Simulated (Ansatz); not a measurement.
**EuMn in the CsCl-type structure**

Computed with Ansatz (plane waves, PAW, 420 eV cutoff): PBE+U (U_eff = 6 eV on Eu 4f), scalar-relativistic, collinear spin, 8×8×8 k-mesh, Gaussian smearing of 0.05 eV. The datasets are Ansatz's generated set soft_2.

```yaml
crystal:
  lattice:
    - [3.75956, 0.00000, 0.00000]
    - [0.00000, 3.75956, 0.00000]
    - [0.00000, 0.00000, 3.75956]
  atoms:
    - { symbol: Eu, position: [0.00000, 0.00000, 0.00000] }
    - { symbol: Mn, position: [0.50000, 0.50000, 0.50000] }
```

The start was a prototype's sites filled with these elements, not a measured cell.

Magnetic state: ferrimagnetic, site spin moments Eu 7.07; Mn -3.96 μB.

Task: Which orbitals carry the states at the Fermi level, and how many states are there?

Result: Within 0.1 eV of it: Mn 3d 46 %, Eu 5d 42 % (shares among the projected shells). The density of states at the Fermi level is about 2.1 states/eV per cell, averaged over 0.3 eV.

Density of states (tetrahedra, averaged over 0.4 eV; states/eV per cell of 2 atoms; energy in eV from the Fermi level; projections on Löwdin-orthogonalised atomic orbitals, summed over sites):

| E | total | Eu 4f up | Mn 3d down | Mn 3d up | Eu 5d up | Eu 5d down |
| --- | --- | --- | --- | --- | --- | --- |
| -5.25 | 0.0 | 0.0 | 0.0 | 0.0 | 0.0 | 0.0 |
| -4.85 | 0.1 | 0.0 | 0.0 | 0.0 | 0.0 | 0.0 |
| -4.45 | 0.2 | 0.0 | 0.0 | 0.0 | 0.0 | 0.0 |
| -4.05 | 0.3 | 0.0 | 0.0 | 0.0 | 0.0 | 0.0 |
| -3.65 | 0.4 | 0.0 | 0.0 | 0.0 | 0.0 | 0.0 |
| -3.25 | 1.2 | 0.0 | 0.5 | 0.0 | 0.1 | 0.2 |
| -2.85 | 6.6 | 0.0 | 5.6 | 0.0 | 0.1 | 0.4 |
| -2.45 | 7.9 | 2.0 | 4.7 | 0.1 | 0.4 | 0.2 |
| -2.05 | 16.7 | 14.9 | 0.8 | 0.1 | 0.3 | 0.1 |
| -1.65 | 1.2 | 0.1 | 0.2 | 0.0 | 0.2 | 0.2 |
| -1.25 | 1.5 | 0.1 | 0.2 | 0.2 | 0.4 | 0.2 |
| -0.85 | 1.4 | 0.1 | 0.0 | 0.5 | 0.6 | 0.1 |
| -0.45 | 1.4 | 0.1 | 0.0 | 0.4 | 0.7 | 0.1 |
| -0.05 | 2.0 | 0.1 | 0.0 | 0.8 | 0.6 | 0.3 |
| 0.35 | 3.2 | 0.0 | 0.0 | 1.7 | 0.5 | 0.5 |
| 0.75 | 4.5 | 0.0 | 0.0 | 2.8 | 0.6 | 0.4 |
| 1.15 | 1.7 | 0.0 | 0.0 | 1.1 | 0.1 | 0.3 |
| 1.55 | 2.9 | 0.0 | 0.0 | 1.8 | 0.3 | 0.4 |
| 1.95 | 2.3 | 0.0 | 0.0 | 0.9 | 0.6 | 0.5 |
| 2.35 | 2.4 | 0.0 | 0.0 | 0.6 | 0.7 | 0.8 |
| 2.75 | 1.3 | 0.0 | 0.0 | 0.2 | 0.7 | 0.2 |
| 3.15 | 2.3 | 0.0 | 0.0 | 0.2 | 0.6 | 1.0 |
| 3.55 | 2.1 | 0.0 | 0.0 | 0.2 | 0.6 | 0.8 |
| 3.95 | 1.7 | 0.0 | 0.0 | 0.1 | 0.4 | 0.7 |
| 4.35 | 1.4 | 0.0 | 0.0 | 0.1 | 0.4 | 0.4 |
| 4.75 | 1.9 | 0.0 | 0.0 | 0.2 | 0.9 | 0.3 |
| 5.15 | 2.2 | 0.0 | 0.0 | 0.1 | 0.8 | 0.8 |
| 5.55 | 1.1 | 0.0 | 0.0 | 0.0 | 0.2 | 0.6 |
| 5.95 | 0.8 | 0.0 | 0.0 | 0.0 | 0.1 | 0.3 |

Open d and f shells can converge to several self-consistent states; this is the one that the run reached. Spin–orbit coupling, which matters for such heavy elements, is left out. Site moments are of spin, integrated over atomic spheres. A U of this size is made for insulators; in a metal, as here, it tends to take f weight out of the bonding and to swell the cell.
